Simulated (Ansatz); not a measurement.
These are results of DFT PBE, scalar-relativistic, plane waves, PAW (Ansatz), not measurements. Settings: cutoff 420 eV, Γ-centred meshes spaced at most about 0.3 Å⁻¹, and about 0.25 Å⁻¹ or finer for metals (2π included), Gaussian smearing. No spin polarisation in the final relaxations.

Temperature and zero-point effects are left out.

Two relaxed structures of Si4BW:

1.

```cif
data_structure
_symmetry_space_group_name_H-M 'P6/mmm'
_symmetry_Int_Tables_number 191
_cell_length_a 4.4045
_cell_length_b 4.4045
_cell_length_c 4.7403
_cell_angle_alpha 90.000
_cell_angle_beta 90.000
_cell_angle_gamma 120.000
_cell_volume 79.64
loop_
_atom_site_label
_atom_site_type_symbol
_atom_site_symmetry_multiplicity
_atom_site_Wyckoff_symbol
_atom_site_fract_x
_atom_site_fract_y
_atom_site_fract_z
_atom_site_occupancy
Si1 Si 4 h 0.33333 0.66667 0.25061 1
B1 B 1 b 0.00000 0.00000 0.50000 1
W1 W 1 a 0.00000 0.00000 0.00000 1
```

2.

```cif
data_structure
_symmetry_space_group_name_H-M 'F-43m'
_symmetry_Int_Tables_number 216
_cell_length_a 6.7976
_cell_length_b 6.7976
_cell_length_c 6.7976
_cell_angle_alpha 90.000
_cell_angle_beta 90.000
_cell_angle_gamma 90.000
_cell_volume 314.10
loop_
_atom_site_label
_atom_site_type_symbol
_atom_site_symmetry_multiplicity
_atom_site_Wyckoff_symbol
_atom_site_fract_x
_atom_site_fract_y
_atom_site_fract_z
_atom_site_occupancy
Si1 Si 16 e 0.12435 0.12435 0.12435 1
B1 B 4 d 0.25000 0.25000 0.75000 1
W1 W 4 b 0.50000 0.00000 0.00000 1
```

**Question.** Which would you expect to be lower, and how large is the difference?

**Answer.** Cell 1 is lower, by 0.35 eV/atom. Cell 1 has space group P6/mmm (No. 191), 13.3 Å³/atom and no gap on its mesh; cell 2 has space group F-43m (No. 216), 13.1 Å³/atom and no gap. Counting B or Si atoms around W (for each partner element, those within 1.25 times its shortest distance or 1.15 times the sum of covalent radii, where it is the nearest in units of that sum or under 1.3; a plus sign parts groups by distance over the sum of covalent radii), cell 1 has W 14 and cell 2 has W 12+4. Cell 1 and cell 2 both hold Si–Si bonds in all directions. Even the lower one lies +0.56 eV/atom against the reference forms of the elements (uncorrected), so neither is stable at this level. In cell 1, Si has 2 Si at 2.36–2.38 Å, 3 Si at 2.54 Å, 3 B at 2.80 Å and 3 W at 2.81 Å; around B lie 2 W at 2.37 Å and 12 Si at 2.80 Å; W has 2 B at 2.37 Å and 12 Si at 2.81 Å. In cell 2, Si is surrounded by 6 Si at 2.39–2.42 Å, 3 B at 2.82 Å and 3 W at 2.82 Å; B is surrounded by 12 Si at 2.82 Å and 4 W at 2.94 Å; W is surrounded by 12 Si at 2.82 Å and 4 B at 2.94 Å. Both come from invented guesses. A third cell relaxed alike, in P4/m, lies 0.31 eV/atom below the lower of the two.

These runs have no spin–orbit coupling, which can matter for W. A magnetic state wasn't ruled out in cells without spin, among them P6/mmm, F-43m. Cells relaxed within their symmetry can be saddle points.
